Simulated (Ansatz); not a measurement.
## Rocksalt alloy of MgO and CaO (6 of 32 Mg sites exchanged), 64 atoms

Ansatz, PAW, plane waves. PBEsol relaxation of volume and atoms (shape held) at the single k point (¼, ¼, ¼) without its symmetry partners; single points on the relaxed atoms at the single k point (¼, ¼, ¼) without its symmetry partners, onto which points of the small cell's zone fold. Arrangement: unlike neighbours preferred. No spin–orbit coupling unless named.

Relaxed structure:

```xyz
64
Lattice="8.7058 0.0000 0.0000 0.0000 8.7058 0.0000 0.0000 0.0000 8.7058" Properties=species:S:1:pos:R:3 pbc="T T T"
O     2.1697    0.0010    0.0085
O     2.1698    0.0010    4.3511
O     2.1697    4.3538    0.0085
O     2.1698    4.3539    4.3513
O     6.5328    0.0006    0.0084
O     6.5329    0.0009    4.3513
O     6.5327    4.3537    0.0085
O     6.5330    4.3538    4.3512
O     8.7044    2.1772    0.1112
O     8.7040    2.1774    4.2485
O     8.7044    6.5302    0.1111
O     8.7040    6.5303    4.2485
O     4.3510    2.1772    0.0125
O     4.3517    2.1775    4.3472
O     4.3508    6.5302    0.0125
O     4.3517    6.5303    4.3471
O     8.7042    0.0009    2.1798
O     8.7042    0.0009    6.5328
O     8.7042    4.3539    2.1798
O     8.7042    4.3538    6.5329
O     4.3516    0.0009    2.1799
O     4.3514    0.0009    6.5327
O     4.3512    4.3538    2.1799
O     4.3511    4.3538    6.5328
O     2.0670    2.1774    2.1798
O     2.1657    2.1773    6.5325
O     2.0671    6.5304    2.1798
O     2.1657    6.5305    6.5326
O     6.6355    2.1773    2.1798
O     6.5369    2.1774    6.5329
O     6.6355    6.5302    2.1799
O     6.5369    6.5300    6.5331
Mg    8.7042    0.0010    0.0542
Mg    8.7040    0.0008    4.3054
Mg    8.7043    4.3540    0.0542
Mg    8.7041    4.3537    4.3053
Mg    4.3512    0.0008    0.0071
Mg    4.3514    0.0010    4.3525
Mg    4.3512    4.3538    0.0070
Mg    4.3512    4.3538    4.3525
Mg    2.1474    2.1773    0.0309
Mg    2.1472    2.1774    4.3288
Mg    2.1474    6.5302    0.0308
Mg    2.1473    6.5304    4.3288
Mg    6.5554    2.1773    0.0310
Mg    6.5551    2.1774    4.3288
Mg    6.5554    6.5303    0.0308
Mg    6.5551    6.5302    4.3287
Mg    2.1238    0.0009    2.1799
Mg    2.1711    0.0009    6.5327
Mg    2.1239    4.3537    2.1798
Mg    2.1711    4.3538    6.5325
Mg    6.5784    0.0008    2.1798
Mg    6.5315    0.0009    6.5328
Mg    6.5786    4.3539    2.1798
Mg    6.5316    4.3538    6.5330
Mg    8.7041    2.1773    2.1798
Mg    8.7042    6.5302    2.1798
Ca    8.7042    2.1774    6.5327
Ca    8.7042    6.5303    6.5326
Ca    4.3512    2.1773    2.1798
Ca    4.3513    2.1773    6.5328
Ca    4.3512    6.5302    2.1798
Ca    4.3513    6.5303    6.5327
```

Task: What are the mean bond lengths by pair (pairs within 1.2 times the sum of covalent radii, less contacts 15 % beyond the pair's median; cation–cation pairs of compounds aside; long ionic contacts are cut short by that bound)?

Result: Ca–O 2.200 ± 0.045 Å (standard deviation, 36 bonds); Mg–O 2.171 ± 0.031 Å (standard deviation, 156 bonds).

Task: What gap lies between the top filled and the lowest empty level in the single points?

Result: r²SCAN 5.78 eV (8.9 s on NVIDIA H100). Away from Γ this isn't the crystal's band gap.
